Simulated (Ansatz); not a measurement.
**Competing spin states in CaMn₂Ge₂**

```
Ca Mn Ge
1.0
    -2.08500    2.08500    5.44000
     2.08500   -2.08500    5.44000
     2.08500    2.08500   -5.44000
Ca Mn Ge
1 2 2
Direct
  0.00000 0.00000 0.00000
  0.75000 0.25000 0.50000
  0.25000 0.75000 0.50000
  0.38100 0.38100 0.00000
  0.61900 0.61900 0.00000
```

Method: r2SCAN in Ansatz 0.2.0, PAW datasets, plane waves to 500 eV, 7×7×7 Γ-centred mesh, fermi-dirac occupations of width 0.050 eV. The atoms are fixed and numbered as listed; spin is collinear, without spin-orbit coupling.

The cycle has several fixed points for this cell. Moments (μB):

| state | Mn2 | Mn3 | other atoms together | size of the net moment a cell |
| --- | --- | --- | --- | --- |
| A | 3.65 | -3.65 | 0.00 | 0.00 |
| B | 0.00 | 0.00 | 0.00 | 0.00 |
| C | 3.74 | 3.74 | -0.27 | 7.54 |

Site moments are taken in small spheres that don't touch (radius about 0.4 of the atom's shortest bond), so those of the magnetic atoms read low, and they needn't add up to the net moment. State B was run without spin polarisation.

Q: What is the order in energy at zero smearing?

A: State A (antiparallel, compensated) is lowest; C (parallel moments) lies 74 meV above it, B (without moments) lies 661 meV above it, all counted an atom of the cell.

Q: Which states have a gap on the mesh, and what pressure does each exert on this cell?

A: A: no gap, 0.0 GPa; B: no gap, -14.0 GPa; C: no gap, 1.8 GPa (positive in compression). Moments take up room: without them the pressure is lower, so that state wants a smaller cell.

Q: How much does the cell gain by forming moments?

A: 661 meV an atom of the cell, or 1654 meV for each Mn atom, against state B, which has none. In a metal like this the level decides whether moments form at all, so this is no ordering energy.

The cell is that of a Crystallography Open Database entry, unchanged.

Caveats: only orders that fit this cell and collinear spins were tried, so the true order may need a larger cell or canted moments; atoms and cell are not relaxed, and each state would relax in its own way; r2SCAN overestimates the moments and magnetic energies of itinerant metals, and can make a paramagnetic metal magnetic; the k mesh is coarse, so differences of a few meV are uncertain where a state is a metal; one start a pattern, so a lower state of the same pattern may exist.
